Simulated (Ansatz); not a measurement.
Input and command of a plane-wave DFT calculation in Ansatz:

```yaml
crystal:
  lattice:
    - [4.1730426216, 0.0, 0.0]
    - [-2.0865213108, 3.6139609214, 0.0]
    - [0.0, 0.0, 5.0385641271]
  atoms:
    - { symbol: Si, position: [0.0, 0.0, 0.0] }
    - { symbol: Si, position: [0.3333333333, 0.6666666667, 0.625] }
    - { symbol: Si, position: [0.6666666667, 0.3333333333, 0.375] }
    - { symbol: P, position: [0.3333333333, 0.6666666667, 0.138] }
    - { symbol: P, position: [0.6666666667, 0.3333333333, 0.862] }
basis:
  ecutwfc: 420
kpoints:
  mp_grid: { grid: [6, 6, 4] }
hamiltonian:
  xc: pbe
scf:
  occupations: { method: gaussian, width: 0.1 }
  lower_state_search: "off"
output:
  forces: true
  stress: true
  eigenvalues: true
relax:
  adjacent_minimum: "off"
  f_tol: 0.04
  max_steps: 70
  cell: { stress_tol: 0.4 }
```

```bash
ansatz run input.yaml --threads 1 --pin off --max-ram 2560MiB --backend cpu --events-out ev --progress --plain --runs-dir out
```

Processor: Arm Neoverse V1, 1 thread, on a host shared with other jobs.

Question: How long does it run, and how much memory does it take?

Answer: About 32 s on 1 thread of Arm Neoverse V1, on a shared host, peak memory 0.33 GiB. It solves 16 bands at 24 k points (the mesh reduced by the symmetry that the task leaves, which can be less than the crystal's) with about 1559 plane waves (on the last cell), in 66 SCF iterations over 12 ionic steps.
